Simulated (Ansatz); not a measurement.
YTl (CsCl type, space group No. 221) under volume change, the program Ansatz at the r²SCAN level (PAW), scaled uniformly.

```json
[
 {"V (Å³/atom)": "24.523", "E − E(relaxed) (meV/atom)": "___", "P (GPa)": "___"},
 {"V (Å³/atom)": "25.331", "E − E(relaxed) (meV/atom)": "21.1", "P (GPa)": "4.45"},
 {"V (Å³/atom)": "26.140", "E − E(relaxed) (meV/atom)": "4.9", "P (GPa)": "2.03"},
 {"V (Å³/atom)": "26.948", "E − E(relaxed) (meV/atom)": "0.0", "P (GPa)": "0.00"},
 {"V (Å³/atom)": "27.757", "E − E(relaxed) (meV/atom)": "___", "P (GPa)": "___"},
 {"V (Å³/atom)": "28.565", "E − E(relaxed) (meV/atom)": "16.5", "P (GPa)": "-3.08"},
 {"V (Å³/atom)": "29.373", "E − E(relaxed) (meV/atom)": "35.1", "P (GPa)": "-4.26"}
]
```

### Question
What belongs in the gaps?

### Answer

- 27.757, E − E(relaxed) (meV/atom): 4.4
- 27.757, P (GPa): -1.68
- 24.523, E − E(relaxed) (meV/atom): 50.6
- 24.523, P (GPa): 7.32

### Question
What does a third-order Birch–Murnaghan fit give for V₀, B₀ and B′?

### Answer
V₀ = 26.95 Å³/atom, B₀ = 61.3 GPa, B′ = 5.0.

Space group Pm-3m (CsCl type). The workflow started from an entry of the Crystallography Open Database (COD). Its standing as an ambient phase is unchecked. Symmetry was held in the r²SCAN relaxation; whether a distortion lowers the energy is not shown. The run is not spin-polarised. Scalar-relativistic: spin–orbit coupling is off unless named, which matters more the heavier the elements.

Potentials: the later of the program's two PAW sets.
